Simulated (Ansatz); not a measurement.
## Calculated quadrupolar parameters for PH9N2O4

The cell is a computed structure from the Materials Project (it need not be an observed phase), atoms as given.

Space group P2_1/c (No. 14); a = 10.6943, b = 6.6439, c = 7.8455 Å, β = 111.10°.

```
site  Wyckoff  site symmetry       x       y       z
  H1       4e              1  0.8358  0.3001  0.1022
  H5       4e              1  0.4653  0.1194  0.3409
  H9       4e              1  0.5883  0.9345  0.4024
 H13       4e              1  0.8397  0.8700  0.3663
 H17       4e              1  0.8106  0.4118  0.2816
 H21       4e              1  0.8824  0.5453  0.1525
 H25       4e              1  0.5270  0.0324  0.1865
 H29       4e              1  0.6223  0.1802  0.3612
 H33       4e              1  0.9675  0.3562  0.2978
   P       4e              1  0.7581  0.9032  0.0636
 N41       4e              1  0.5510  0.0654  0.3226
 N45       4e              1  0.8745  0.4043  0.2071
 O49       4e              1  0.8715  0.7771  0.0344
 O53       4e              1  0.6331  0.7737  0.0388
 O57       4e              1  0.7276  0.0960  0.9462
 O61       4e              1  0.8183  0.9825  0.2710
```

One atom of each set is listed.

Computed with Ansatz: DFT, PBE, plane waves and PAW, scalar-relativistic, 420 eV cutoff, Γ-centred 2×3×3 k-points, Fermi–Dirac smearing 0.02 eV.

V_zz is the principal component of the electric field gradient with the largest magnitude, η = (V_xx − V_yy)/V_zz and C_Q = eQV_zz/h. ν_Q = 3|C_Q|/[2I(2I − 1)].

²H: I = 1, Q = 2.858 mb; 14N: I = 1, Q = 20.44 mb; O-17: I = 5/2, Q = -25.58 mb. Nuclear quadrupole moments: year-2017 set (Pyykkö).

(1) Which values are expected at the nuclei?

## Answers

(1) 

| site | atoms | first shell | C_Q (MHz) | η | ν_Q (MHz) |
| --- | --- | --- | --- | --- | --- |
| H1 | 4 | 1 N at 1.04 Å; also 1 O at 1.91 Å | 0.184 | 0.03 | 0.276 |
| H5 | 4 | 1 N at 1.04 Å; also 1 O at 1.94 Å | 0.185 | 0.03 | 0.278 |
| H9 | 4 | 1 N at 1.06 Å; also 1 O at 1.71 Å | 0.139 | 0.02 | 0.208 |
| H13 | 4 | 1 O at 1.02 Å; also 1 O at 1.58 Å | 0.153 | 0.13 | 0.229 |
| H17 | 4 | 1 N at 1.05 Å; also 1 O at 1.81 Å | 0.169 | 0.01 | 0.253 |
| H21 | 4 | 1 N at 1.05 Å; also 1 O at 1.78 Å | 0.167 | 0.02 | 0.251 |
| H25 | 4 | 1 N at 1.03 Å | 0.220 | 0.03 | 0.329 |
| H29 | 4 | 1 N at 1.04 Å; also 1 O at 1.84 Å | 0.175 | 0.03 | 0.263 |
| H33 | 4 | 1 N at 1.04 Å; also 1 O at 1.83 Å | 0.174 | 0.01 | 0.262 |
| N41 | 4 | 4 H at 1.03–1.06 Å | 0.429 | 0.90 | 0.643 |
| N45 | 4 | 4 H at 1.04–1.05 Å | 0.229 | 0.20 | 0.344 |
| O49 | 4 | 1 P at 1.56 Å; also 3 H at 1.58–1.83 Å | -5.15 | 0.25 | 0.773 |
| O53 | 4 | 1 P at 1.54 Å; also 2 H at 1.71–1.94 Å | -5.32 | 0.13 | 0.798 |
| O57 | 4 | 1 P at 1.54 Å; also 3 H at 1.81–1.91 Å | -5.37 | 0.12 | 0.805 |
| O61 | 4 | 1 H at 1.02 Å, 1 P at 1.61 Å, angle 114° | -6.93 | 0.83 | 1.04 |

At H1, H5, H9, H17, H21 and H25 and others V_zz points along its bond to N (within 2°) in each case. At O49, O53 and O57 V_zz points along its bond to P (within 4°) in each case. At H13 V_zz points along its bond to O (within 1°).

P has no stable isotope with a ground-state quadrupole moment in the table, so these sites are left out.

The lattice is static: at room temperature ammonium may turn and average the couplings of its hydrogen.

Hardware: 1 thread of AMD EPYC 7R43 64-Core Processor (Zen 3) (x86_64; 50 cores open to the job, memory cap 2.5 GiB, no GPU), a shared host with a load of 0.5 a core. Wall time 1.8 min, CPU time 1.8 min, peak memory 1.2 GiB.
